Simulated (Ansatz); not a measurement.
**Pd vacancy in EuGe3Pd, calculated**

Computed with the plane-wave PAW code Ansatz (scalar-relativistic, PAW set soft_2): PBEsol, collinear spin, 420 eV cutoff, k-mesh 4×4×2 shifted by half a step.

The relaxed host crystal (no gap at this level of theory):

```yaml
crystal:
  lattice:
    - [-2.21126, 2.21126, 4.99787]
    - [2.21126, -2.21126, 4.99787]
    - [2.21126, 2.21126, -4.99787]
  atoms:
    - { symbol: Eu, position: [0.99960, 0.99960, 0.00000] }
    - { symbol: Ge, position: [0.25895, 0.75895, 0.50000] }
    - { symbol: Ge, position: [0.75895, 0.25895, 0.50000] }
    - { symbol: Ge, position: [0.40659, 0.40659, 0.00000] }
    - { symbol: Pd, position: [0.64890, 0.64890, 0.00000] }
```

Supercell of 20 atoms, rows of the matrix [[-1,1,0],[-1,-1,-2],[-1,-1,0]] times the cell vectors; Pd vacancy at (0.649, 0.649, 0.000) in fractions of the cell above. Atoms are relaxed at the host's cell, from a start shaken by 0.05 Å near the defect. The cell loses 1 of its 4 Pd, so this is a heavily defective crystal.

Distances from the empty Pd site (Å), by shell of the perfect crystal:

```
shell      perfect crystal    relaxed, charge 0
 5 Ge  2.46 (2.42 to 2.47)  2.29 (2.20 to 2.32)
```

```
charge  moment of the cell (μB)  gap of the cell on the mesh (eV)
     0                    27.12                              0.00
```

At charge 0 the unpaired electrons sit on atoms with moments (μB): 4 Eu of 6.72.

Formation energy of the neutral defect: 2.04 eV, taking atoms from and to the elements' standard states (no corrections for gases), so it belongs to those chemical potentials alone.

Caveats: 4f shell without a U, which puts 4f levels too near the Fermi level; open f or d shells may hold a state above the lowest; small supercell, so energies and levels can be off by tenths of an eV; one random start near the defect, so other minima are possible.
